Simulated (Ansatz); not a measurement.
Starting cell, TiSi2 (C49 type, space group Cmcm):

```yaml
crystal:
  lattice:
    - [1.77297, -6.78252, 0.00000]
    - [1.77297, 6.78252, 0.00000]
    - [0.00000, 0.00000, 3.57969]
  atoms:
    - { symbol: Si, position: [0.94084, 0.05916, 0.75000] }
    - { symbol: Si, position: [0.05916, 0.94084, 0.25000] }
    - { symbol: Si, position: [0.25028, 0.74972, 0.75000] }
    - { symbol: Si, position: [0.74972, 0.25028, 0.25000] }
    - { symbol: Ti, position: [0.60320, 0.39680, 0.75000] }
    - { symbol: Ti, position: [0.39680, 0.60320, 0.25000] }
```

Two-dimensional scan of atom 2 (Si, nearest neighbour Si at 2.404 Å; its periodic images, 3.5 Å or more away, move with it): u runs along (1.000, 0.000, 0.000), v along (0.000, 0.000, 1.000) (Cartesian). Cell and other atoms are fixed.

The numbers are results of PBE (plane waves to 420 eV, PAW, scalar-relativistic; Ansatz, an electronic-structure program), not measurements. k mesh 11×11×11 (Γ-centred), Fermi-Dirac smearing 0.05 eV. Stress and pressure are positive under compression. With partly filled bands, energies and forces of such displacements shift with the k mesh and the smearing. The PAW data are Ansatz's earlier set. This is one of several known forms of TiSi2; the measured ambient cells at hand have space group No. 70. TiSi2 is run without spin polarisation. TiSi2 was relaxed with its symmetry unable to fall. 

| P (GPa) | u = -0.360 | u = -0.180 | u = 0.000 | u = 0.180 | u = 0.360 |
|---|---|---|---|---|---|
| v = -0.360 | ? | 5.0 | 4.3 | 5.0 | ? |
| v = -0.180 | ? | 1.7 | 1.1 | 1.7 | ? |
| v = 0.000 | ? | 0.6 | 0.0 | 0.6 | ? |
| v = 0.180 | ? | 1.7 | 1.1 | 1.7 | ? |
| v = 0.360 | ? | 5.0 | 4.3 | 5.0 | ? |

Problem. Some entries are withheld; supply them.

Solution. 
- v = -0.360, u = -0.360: 7.1
- v = -0.360, u = 0.360: 7.1
- v = -0.180, u = -0.360: 3.6
- v = -0.180, u = 0.360: 3.6
- v = 0.000, u = -0.360: 2.4
- v = 0.000, u = 0.360: 2.4
- v = 0.180, u = -0.360: 3.6
- v = 0.180, u = 0.360: 3.6
- v = 0.360, u = -0.360: 7.1
- v = 0.360, u = 0.360: 7.1

(For displaced atoms, the force is minus the slope of the energy, and its curvature is a force constant, which sets phonon frequencies.)
